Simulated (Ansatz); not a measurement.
The elements of this relaxed crystal are hidden behind letters.

```
lattice vectors (Å)
   1.8525   -7.3942    0.0000
   1.8525    7.3942    0.0000
   0.0000    0.0000    3.6791
fractional positions
X 0.8947 0.1053 0.7500
X 0.1053 0.8947 0.2500
Z 0.5531 0.4469 0.7500
Z 0.4469 0.5531 0.2500
Z 0.2503 0.7497 0.7500
Z 0.7497 0.2503 0.2500
```

Method: DFT PBE, scalar-relativistic, plane waves, PAW in Ansatz. Cutoff 420 eV, Γ-centred 10×10×10 mesh (6-atom cell), Gaussian smearing of 0.10 eV, no spin polarisation.

| Item | Value |
| --- | --- |
| Space group | Cmcm (No. 63) |
| Conventional cell | a = 3.705 Å, b = 14.788 Å, c = 3.679 Å |
| Volume per atom | 16.80 Å³ |
| Density | 4.86 g/cm³ |
| Energy over the elements | −0.67 eV/atom |
| Gap on the 10×10×10 mesh of the 6-atom cell | 0 eV (a metal) |

Energies are uncorrected and count from the elements' standard states at the same level.

Task: X is a d-block element of period 5 and Z is a p-block element of period 3. Which elements are they?

Result: X = Zr, Z = Si, so the formula is ZrSi2. Density times volume gives a mean mass of 4.86 × 16.80/1.6605 = 49.2 u per atom, and this set has 49.1 u. Among the elements that the hints allow, noble gases aside, only these give it. Zr has 10 Si at 2.72–2.99 Å; Si on its first site is surrounded by 2 Si at 2.42 Å, 4 Zr at 2.72 Å and 2 Zr at 2.99 Å; around Si on its second site lie 4 Si at 2.61 Å and 4 Zr at 2.82–2.83 Å.

A structure relaxed within its symmetry needn't be a true minimum.
